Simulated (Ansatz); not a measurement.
K2Pt (fluorite or antifluorite type, Fm-3m), r²SCAN (plane waves, PAW; program Ansatz). The conduction-band minimum lies at L, with 4 equivalent valleys. Second derivatives d²E/dk² of the lowest band at one valley (eV·Å²), along Cartesian directions:

| direction | d²E/dk² |
|---|---|
| [100] | 15.40 |
| [010] | 15.40 |
| [001] | 15.40 |
| [110] | 17.90 |
| [101] | 12.90 |
| [011] | 12.90 |

Question: Find the principal effective masses, the density-of-states mass and the conductivity mass.

Answer: Off-diagonal terms follow from H_xy = H[110] − (H_xx + H_yy)/2, and m*/mₑ = 7.620 eV·Å² over each eigenvalue: 0.37, 0.59, 0.59. One valley's DOS mass (m₁m₂m₃)^(1/3) = 0.51, conductivity mass 3/(Σ 1/mᵢ) = 0.49 mₑ.

Question: What effective density of states Nc follows at 300 K for parabolic valleys?

Answer: Nc = 2.509e19 × 4 × (0.51)^(3/2) ≈ 3.7e19 cm⁻³.

The first step of the workflow began from a Materials Project structure, measured or hypothetical; the Crystallography Open Database copy checked does not list it. Its standing as an ambient phase is unchecked. The r²SCAN relaxation kept the symmetry of its start; whether a distortion lowers the energy is not shown. The run is not spin-polarised. Spin–orbit coupling is left out wherever it is not named.

Potentials: the later of the program's two PAW sets.

Edges and masses are those of Kohn–Sham bands, whose gap is no quasiparticle gap.
